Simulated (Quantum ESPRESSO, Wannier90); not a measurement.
# WSe$_{2}$ (P6₃/mmc, 2Hc stacking as in molybdenite), plane waves to Wannier functions

```
begin unit_cell_cart
ang
    3.3199301218    0.0000000000    0.0000000000
   -1.6599650609    2.8751438242    0.0000000000
    0.0000000000    0.0000000000   13.7371900000
end unit_cell_cart
begin atoms_frac
W   -0.3333333333  0.3333333333 -0.2500000000
W    0.3333333333 -0.3333333333  0.2500000000
Se   0.3333333333 -0.3333333333 -0.1290000000
Se  -0.3333333333  0.3333333333  0.1290000000
Se  -0.3333333333  0.3333333333  0.3710000000
Se   0.3333333333 -0.3333333333 -0.3710000000
end atoms_frac
```

Materials Project entry mp-1821; symmetrised, unrelaxed at this level. COD (Crystallography Open Database) has an entry of this formula and space group (matched by these alone). Level: PBE, no spin polarisation, no spin-orbit coupling; pw.x of Quantum ESPRESSO at 69 Ry with PseudoDojo potentials, 6×6×4 k-points, Wannier90. Density: 12×12×4 mesh, cold smearing 0.01 Ry. The cell is built of weakly bound layers, chains or molecules, whose nearest atoms lie 4.03 Å apart. Database cells relaxed without dispersion often hold them too far apart, which can enlarge gaps and weakens couplings between them; spacing and stacking were not compared with the measured crystal. Spin-orbit coupling is left out although heavy elements are present.

Bands 29-32 form an isolated set from -15.01 to -12.61 eV relative to the valence-band maximum (on the path) and are turned into 4 Wannier functions by minimising the spread from the start: atomic waves Se 4s.

Centres (Cartesian, Å; one of the equivalent choices) and spreads:

| n | x | y | z | spread (Å²) | nearest atom |
|---|---|---|---|---|---|
| 1 | 1.660 | -0.958 | -1.971 | 1.316 | Se3 |
| 2 | -1.660 | 0.958 | 1.971 | 1.316 | Se4 |
| 3 | -1.660 | 0.958 | 4.897 | 1.316 | Se5 |
| 4 | 1.660 | -0.958 | -4.897 | 1.316 | Se6 |

Ω_I = 5.25 Å², Ω_total = 5.26 Å²; the interpolated bands follow pw.x to 0.6 meV rms on the path. Only this start was tried; a symmetric start can stop on a saddle, and mixtures of these functions could lower the total by at most Ω_total − Ω_I.
